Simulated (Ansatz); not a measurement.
Bi2Pd (MoSi2 or CaC2 type, space group No. 139), LDA (plane waves, PAW; program Ansatz), all energies at zero smearing, with the estimated change up to a 700 eV cutoff added, with one set of potentials and settings (totals compare only within such a set). Cell of 3 atoms (2 Bi, 1 Pd): -31016.978 eV.

| element | reference phase | E (eV/atom) |
|---|---|---|
| Bi | R-3m, 2 atoms in the cell | -12085.8651 |
| Pd | Fm-3m, 1 atoms in the cell | -6844.5892 |

Formation energy per atom, worked out: (-31016.978 − 2×(-12085.8651) − 1×(-6844.5892))/3 = -0.219 eV/atom (-21 kJ per mol of atoms), at 0 K, without zero-point energy or fitted corrections.

Space group I4/mmm (MoSi2 or CaC2 type). The first step of the workflow began from a Materials Project structure, measured or hypothetical; the Crystallography Open Database files this formula in space group No. 139, but the cells were not matched. Its standing as an ambient phase is unchecked. The cell was relaxed with LDA under the symmetry of its start; whether a distortion lowers the energy is not shown. No spin polarisation was allowed. The references are the lowest solids computed at this level, not always the standard phases. Scalar-relativistic: spin–orbit coupling is off unless named, which matters more the heavier the elements.

Potentials: the later of the program's two PAW sets.
